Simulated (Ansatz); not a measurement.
Ca3GeN (anti-perovskite, space group No. 221), plane-wave PAW r²SCAN (Ansatz code), all energies at zero smearing, with the estimated change up to a 700 eV cutoff added, with one set of potentials and settings (totals compare only within such a set). Cell of 5 atoms (3 Ca, 1 Ge, 1 N): -10157.068 eV.

```tsv
element	reference phase	E (eV/atom)
Ca	Fm-3m, 1 atoms in the cell	-1821.6752
Ge	Fd-3m, 2 atoms in the cell	-4302.9041
N	Pa-3, 8 atoms in the cell	-384.8315
```

Formation energy per atom, worked out: (-10157.068 − 3×(-1821.6752) − 1×(-4302.9041) − 1×(-384.8315))/5 = -0.861 eV/atom (-83 kJ per mol of atoms), at 0 K, without zero-point energy or fitted corrections.

Space group Pm-3m (anti-perovskite). The workflow started from a Materials Project entry (that database holds measured and hypothetical structures alike); the Crystallography Open Database files this formula in space group No. 221, but the cells were not matched. Its standing as an ambient phase is unchecked. The cell was relaxed with r²SCAN under the symmetry of its start; its stability against distortions is not shown here. The references are the lowest solids computed at this level, not always the standard phases (solids in place of the gases).

Potentials: the later of the program's two PAW sets.
